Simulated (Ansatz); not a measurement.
Cu3Pt (Cu3Au type)

```yaml
crystal:
  lattice:
    - [3.68445, 0.00000, 0.00000]
    - [0.00000, 3.68445, 0.00000]
    - [0.00000, 0.00000, 3.68445]
  atoms:
    - { symbol: Cu, position: [0.00000, 0.50000, 0.50000] }
    - { symbol: Cu, position: [0.50000, 0.00000, 0.50000] }
    - { symbol: Cu, position: [0.50000, 0.50000, 0.00000] }
    - { symbol: Pt, position: [0.00000, 0.00000, 0.00000] }
```

This relaxed cell (volume V₀) is scaled evenly in all directions, its shape held. Symmetry pins the atoms to their sites.

All values below come from r2SCAN (plane waves to 500 eV, PAW, scalar-relativistic; Ansatz, a first-principles code). k mesh 13×13×13 (Γ-centred), Fermi-Dirac smearing 0.05 eV. E stands for the smeared free energy. Compression counts positive. Cu3Pt is run without spin polarisation. Cu3Pt was relaxed with its symmetry unable to fall. Spin-orbit coupling is left out, though Pt is heavy. ΔE is measured from the relaxed starting cell. The last digit holds for this mesh only.

```tsv
V (Å³/atom)	ΔE (meV/atom)
11.254	91.7
11.566	48.8
11.879	20.5
12.192	withheld
12.504	0.0
12.817	4.4
13.130	16.7
13.442	35.8
13.755	60.7
```

Problem. Fit a third-order Birch-Murnaghan form (E₀, V₀, B₀, B₀′ free) to the given rows and predict ΔE at V = 12.192.

Solution. Least squares on the 8 given rows: ΔE = E₀ + (9V₀B₀/16)·y²·[2 + (B₀′ − 4)y], y = (V₀/V)^(2/3) − 1, with V₀ = 12.504 Å³/atom, B₀ = 189.2 GPa (160.2 GPa = 1 eV/Å³; the term in eV is multiplied by 1000), B₀′ = 5.19, E₀ = 0.00 meV/atom; root-mean-square residual 0.01 meV/atom. At 12.192 the fit gives 4.8 meV/atom; the calculation gives 4.9 meV/atom, so the interpolation is off by -0.1 (-2.0 %). For the pressure the fit gives 5.1 GPa against the computed 5.1 GPa.

(Under strain, the slope of the energy per volume gives the stress and its curvature an elastic modulus.)
